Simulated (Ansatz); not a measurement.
## E(q) of MnHg (Pm-3m)

The geometry is a structure as deposited in COD, held fixed and not relaxed.

Functional, mesh and filling: LDA, 12×12×12 k mesh, Fermi–Dirac smearing of 0.1 eV. PAW means Ansatz 0.2.0 on its default frozen-core files; LAPW is all-electron LAPW in Ansatz 0.2.0. Site moments are integrated in spheres about the atoms, whose radii differ between the methods.

The first input and its command:

```yaml
crystal:
  lattice:
    - [3.315, 0.0, 0.0]
    - [0.0, 3.315, 0.0]
    - [0.0, 0.0, 3.315]
  atoms:
    - { symbol: Mn, position: [0.5, 0.5, 0.5], spin: 3.7, spin_axis: [1.0, 0.0, 0.0] }
    - { symbol: Hg, position: [0.0, 0.0, 0.0] }
magnetization:
  noncollinear: true
  spin_spiral: { q: [0.0, 0.0, 0.0] }
kpoints:
  mp_grid: { grid: [12, 12, 12] }
scf:
  occupations: { method: fermi_dirac, width: 0.1 }
  lower_state_search: "off"
hamiltonian:
  xc: lda
  pseudopotentials: { kind: paw }
output:
  eigenvalues: false
```

Command: `ansatz run input.yaml --threads 2 --pin off --max-ram 5120MiB --backend cpu --events-out ev --progress --plain --runs-dir out`

The input for «spiral at 1 of the way from Γ to R» by LAPW differs from it in these lines, output keys apart:

```diff
-  spin_spiral: { q: [0.0, 0.0, 0.0] }
+  spin_spiral: { q: [0.5, 0.5, 0.5] }
-  pseudopotentials: { kind: paw }
+  pseudopotentials: { kind: all_electron, lapw: { basis_error: 0.001 } }
```

Flat spirals without spin–orbit coupling: moments start in the xy plane and turn about z by q·R from cell to cell, and their directions inside a cell are free. q runs from Γ to R = (0.500, 0.500, 0.500) in reciprocal cell vectors. Energies count from each method's run at q = 0. Each q is a vector of the k mesh, and the mesh is shifted by q/2 where needed, so that both spin components are sampled on the same points as at q = 0.

**Question.** Where along the line is the energy lowest?

**Answer.** The lowest point lies at 1.000 of the way, 91.4 meV/cell under q = 0, so the antiferromagnetic state at the zone boundary wins along this line.
```
fraction of Γ–R  |q| (1/Å)  ΔF PAW (meV/cell)  ΔF LAPW (meV/cell)  largest moment, PAW (μB)
          0.000      0.000                0.0                 0.0                      3.73
          0.167      0.274              -12.5                   –                      3.74
          0.333      0.547              -15.8                   –                      3.73
          0.500      0.821               -0.5                   –                      3.73
          0.667      1.094              -49.0               -49.0                      3.75
          0.833      1.368              -85.7                   –                      3.76
          1.000      1.641              -91.4               -91.5                      3.77
```

The PAW files were made with PBE; the program remakes their cores once for the run's functional and then keeps them frozen. The Ansatz runs typed with the search for lower states off end where their start leads. Spin–orbit coupling is left out although heavy atoms are present. The magnetic state is the one that this cell and start allow. It needn't be the compound's measured order, which may need a larger cell or be absent.
